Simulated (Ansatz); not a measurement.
BeMo2:
Space group Fd-3m, origin choice 1 (No. 227); a = 7.1686 Å, b = 7.1686 Å, c = 7.1686 Å, α = 90.00°, β = 90.00°, γ = 90.00°

```
atom  site  symmetry       x       y       z
----  ----  --------  ------  ------  ------
Mo     16c      .-3m  0.1250  0.1250  0.1250
Be      8b      -43m  0.5000  0.5000  0.5000
```
(The calculation used a cell of 6 atoms; values per cell refer to that cell.)

This is the PBEsol-relaxed structure.

Task: All from the program Ansatz at the PBEsol level (PAW), unless another level is named. Predict the formation energy from the elements (no fitted shifts).

Result: 0.84 eV/atom.

Task: And the density of states at the Fermi level?

Result: 0.88 states/eV per atom (mean over ±0.08 eV).

A made-up cell: these elements were put on the sites of a structure type; neither database checked (COD, Materials Project) lists it. Whether it is the stable phase at ambient conditions was not checked. The cell was relaxed with PBEsol under the symmetry of its start; phonons show weakly imaginary modes. No spin polarisation was allowed. The references are the lowest solids computed at this level, not always the standard phases. Scalar-relativistic: spin–orbit coupling is off unless named, which matters more the heavier the elements.

Potentials: the earlier of the program's two PAW sets. The files were generated under PBE; for other functionals the program regenerates the frozen cores, and for LDA and PBEsol the local potential too.
